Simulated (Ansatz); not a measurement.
## Ta4C3 (R3m): electronic heat capacity and spin susceptibility from the density of states

Method: DFT r2SCAN, scalar-relativistic, plane waves, PAW (Ansatz 0.2.0).

Plane waves to 500 eV, a k mesh through Γ of 12×12×12 on the computed 7-atom cell and Gaussian smearing (0.10 eV); no spin polarisation.

Relaxed cell: R3m, a = 3.118 Å, b = 3.118 Å, c = 30.656 Å, α = 90.00°, β = 90.00°, γ = 120.00°, 7 atoms in the primitive cell. Whether it is the stable form of this composition wasn't checked.

The density of states at the Fermi level is 1.048 states/eV in the cell of 7 atoms (1 formula unit; both spins, tetrahedra on a 18×18×18 mesh). Averaged over bins of 0.1 eV the density runs from 1.0 to 1.6 states/eV within 0.2 eV of the Fermi level, so the figure hangs on the exact place of that level.

Q: What Sommerfeld coefficient and Pauli susceptibility does this give?

A: Per formula unit N(E_F) = 1.048 states/eV. γ = (π²/3) k_B² N(E_F) N_A = 2.357 mJ/(mol K²) per state/eV, so γ = 2.5 mJ/(mol K²), a mole of formula units. χ_P = μ_B² N(E_F) N_A = 3.23×10⁻⁵ emu/mol per state/eV gives 3.4×10⁻⁵ emu/mol. This is the bare band result: a measured γ of the same phase is as a rule larger by a factor 1 + λ from phonons and spin fluctuations, the spin part of χ is larger by the Stoner factor, and a measured χ also holds orbital and core terms. N(E_F) at one energy is sensitive to the mesh where the density of states has sharp peaks.

Spin-orbit coupling is left out, which matters for the bands of heavy elements.

Cost: 1 run of about 13 core-minutes, on Intel Xeon Platinum 8259CL (Skylake/Cascade Lake) (shared hosts).